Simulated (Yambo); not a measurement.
A G0W0@PBEsol run in Yambo for NaOH (space group Cmcm, No. 63) (4×4×4 Γ-centred k mesh, bands 3 to 118 and a 8 Ry block in the screening, 118 bands in G with the Bruneval-Gonze terminator, plasmon pole fitted at 27.2 eV) gives these matrix elements, in eV, at the band edges (Γ → Γ):

```csv
state,E0,<Vxc>,<Σx>,<Σc(E0)>,Z
valence edge,0.000,-19.235,-25.174,3.808,0.798
conduction edge,3.048,-9.795,-5.664,-2.872,0.871
```

Task: Solve the linearised quasiparticle equation for both states, give the gap, and say how exchange and correlation each act on it.

Result: E = E0 + Z(Σx + Σc − Vxc). Valence: 0.000 + 0.798 × (-25.174 + (3.808) − (-19.235)) = -1.70 eV. Conduction: 3.048 + 0.871 × (-5.664 + (-2.872) − (-9.795)) = 4.15 eV. The gap is 5.85 eV, against 3.05 eV in PBEsol. Replacing Vxc by bare exchange alone would open it by 10.07 eV; correlation takes back 6.68 eV of that, and Z scales what is left. Nearest settings tried, and what they do to the gap: 7 Ry block (131 vectors against 159): -43 meV. Not varied: bands in G, bands in W, mesh. So the settings aren't converged at that level. 

Geometry relaxed with PBE+D3(BJ); primitive cell a = b = 5.661 Å, c = 3.374 Å, α = β = 90.00°, γ = 145.12°.

The structure is a Materials Project entry; no match was found in the copy of COD used, and its stability was not checked.
